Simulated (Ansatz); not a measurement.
One crystal and one scan (energy against volume) at two levels, PBE (plane waves to 420 eV, PAW, scalar-relativistic; Ansatz, a program for electronic structure) and r2SCAN (plane waves to 500 eV, PAW, scalar-relativistic; Ansatz), each from its own relaxed cell and on its own mesh. The cell shown is that of PBE.

CdSe (zinc blende)

```
CdSe
1.0
    0.00000     3.09822     3.09822
    3.09822     0.00000     3.09822
    3.09822     3.09822     0.00000
Se Cd
1 1
Cartesian
  4.64734   4.64734   4.64734
  0.00000   0.00000   0.00000
```

This relaxed cell (volume V₀) is scaled evenly in all directions, its shape held. Symmetry pins the atoms to their sites.

The energy includes the smearing's −TS. CdSe was relaxed with its symmetry unable to fall. The PAW data are Ansatz's earlier set. Percentages come from the unrounded values. Both scans cover V/V₀ from 0.840 to 1.160.

Results of PBE:

```
Property                                                 Result
-------------------------------------------------------  ------
Lattice constant a (Å)                                    6.196
Pressure at the smallest volume (GPa)                      11.7
Energy cost of the largest compression (meV/atom)         147.6
Energy cost of the largest expansion (meV/atom)            80.3
Bulk modulus B₀ (third-order Birch-Murnaghan fit) (GPa)    44.7
Pressure for 5 % compression (fit) (GPa)                    2.6
```

### Question
Estimate the r2SCAN values.

### Answer
```json
[
 {"quantity": "Lattice constant a (Å)", "r2SCAN": "6.133", "PBE − r2SCAN": "+0.063 (+1.0 %)"},
 {"quantity": "Pressure at the smallest volume (GPa)", "r2SCAN": "13.4", "PBE − r2SCAN": "-1.7 (-12 %)"},
 {"quantity": "Energy cost of the largest compression (meV/atom)", "r2SCAN": "164.2", "PBE − r2SCAN": "-16.6 (-10 %)"},
 {"quantity": "Energy cost of the largest expansion (meV/atom)", "r2SCAN": "90.0", "PBE − r2SCAN": "-9.7 (-11 %)"},
 {"quantity": "Bulk modulus B₀ (third-order Birch-Murnaghan fit) (GPa)", "r2SCAN": "51.5", "PBE − r2SCAN": "-6.8 (-13 %)"},
 {"quantity": "Pressure for 5 % compression (fit) (GPa)", "r2SCAN": "3.0", "PBE − r2SCAN": "-0.4 (-13 %)"}
]
```

PBE gives the higher value for: lattice constant a. PBE gives the lower value for: pressure at the smallest volume; energy cost of the largest compression; energy cost of the largest expansion; bulk modulus B₀; pressure for 5 % compression. For the lattice constant a the reference is 6.077 Å (measured, room temperature or unstated; as given in arXiv:1206.3780): it holds thermal shifts, so no verdict is drawn.  Neither level is exact: the differences show how much the result hangs on the functional.

(A scan under strain: stresses follow from slopes of the energy per volume, elastic moduli from its curvatures.)
